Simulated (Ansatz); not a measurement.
Bi2Mo:
```cif
data_Bi4Mo2
_chemical_formula_sum 'Mo2 Bi4'
_space_group_name_H-M_alt 'P 1'
_space_group_IT_number 1
_cell_length_a 5.73104
_cell_length_b 5.73104
_cell_length_c 8.45303
_cell_angle_alpha 61.723
_cell_angle_beta 118.277
_cell_angle_gamma 141.916
loop_
_space_group_symop_operation_xyz
  'x, y, z'
loop_
_atom_site_label
_atom_site_type_symbol
_atom_site_fract_x
_atom_site_fract_y
_atom_site_fract_z
_atom_site_occupancy
Mo1 Mo 0.13755 0.86245 0.18259 1
Mo2 Mo 0.86245 0.13755 0.81741 1
Bi1 Bi 0.84049 0.15951 0.44690 1
Bi2 Bi 0.15951 0.84049 0.55310 1
Bi3 Bi 0.59462 0.40538 0.88612 1
Bi4 Bi 0.40538 0.59462 0.11388 1
```

Relaxed with PBE.

Task: Which orbitals make up the states near the Fermi level in DFT-PBE in the program Ansatz with PAW potentials?

Result: Within 0.5 eV of the Fermi level: Mo 4d 72 %, Bi 6p 20 %, Bi 6s 5 %. Projections are on Löwdin-orthogonalised atomic valence shells; empty p or d shells of many metals are not among them.

Task: Tabulate the density of states.

Result: States/eV per cell of 6 atoms, in 0.25 eV bins, energy from the Fermi level.

```csv
E (eV),total,Bi 6p,Mo 4d,Mo 5s
-7.85,0.00,0.00,0.00,0.00
-7.60,0.00,0.00,0.00,0.00
-7.35,0.00,0.00,0.00,0.00
-7.10,0.00,0.00,0.00,0.00
-6.85,0.00,0.00,0.00,0.00
-6.60,0.00,0.00,0.00,0.00
-6.35,0.00,0.00,0.00,0.00
-6.10,0.00,0.00,0.00,0.00
-5.85,0.00,0.00,0.00,0.00
-5.60,0.22,0.15,0.02,0.04
-5.35,1.16,0.81,0.15,0.15
-5.10,2.47,1.76,0.35,0.24
-4.85,4.31,3.14,0.71,0.27
-4.60,3.99,2.81,0.73,0.24
-4.35,3.57,2.53,0.64,0.18
-4.10,2.93,2.03,0.58,0.12
-3.85,2.45,1.69,0.52,0.09
-3.60,3.90,2.57,0.92,0.15
-3.35,3.52,2.16,0.95,0.15
-3.10,4.00,2.31,1.28,0.15
-2.85,4.52,2.55,1.63,0.12
-2.60,5.17,2.82,2.01,0.11
-2.35,5.22,2.50,2.38,0.10
-2.10,8.51,3.41,4.72,0.09
-1.85,8.02,2.97,4.73,0.05
-1.60,5.18,2.02,2.92,0.04
-1.35,7.06,2.82,3.92,0.06
-1.10,5.59,2.03,3.33,0.04
-0.85,4.07,1.31,2.58,0.02
-0.60,2.92,0.72,2.04,0.01
-0.35,3.64,0.71,2.66,0.02
-0.10,3.90,0.66,2.95,0.03
0.15,5.61,1.07,4.01,0.07
0.40,5.43,1.22,3.70,0.07
0.65,6.95,1.68,4.66,0.09
0.90,3.64,1.18,2.10,0.04
1.15,5.09,1.48,3.07,0.14
1.40,4.68,1.71,2.39,0.12
1.65,3.80,1.60,1.75,0.09
1.90,3.35,1.69,1.27,0.07
2.15,3.48,1.80,1.29,0.07
2.40,2.67,1.46,0.91,0.05
2.65,3.35,1.84,1.09,0.10
2.90,3.83,2.17,1.11,0.17
3.15,4.09,2.40,1.03,0.22
3.40,5.16,3.08,1.25,0.31
3.65,6.24,3.94,1.37,0.35
3.90,5.31,3.45,1.06,0.30
4.15,3.66,2.34,0.64,0.29
4.40,3.59,2.17,0.53,0.43
4.65,2.67,1.32,0.27,0.57
```

Space group C2/m. The start of the workflow was typed in or built on a structure type; neither database checked (COD, Materials Project) lists it. Whether it is the stable phase at ambient conditions was not checked. The PBE relaxation kept the symmetry of its start; its stability against distortions is not shown here. The run is not spin-polarised. Its formation energy is positive at this level, so the cell may be metastable or incomplete. Scalar-relativistic: spin–orbit coupling is off unless named, which matters more the heavier the elements.

Potentials: the earlier of the program's two PAW sets.
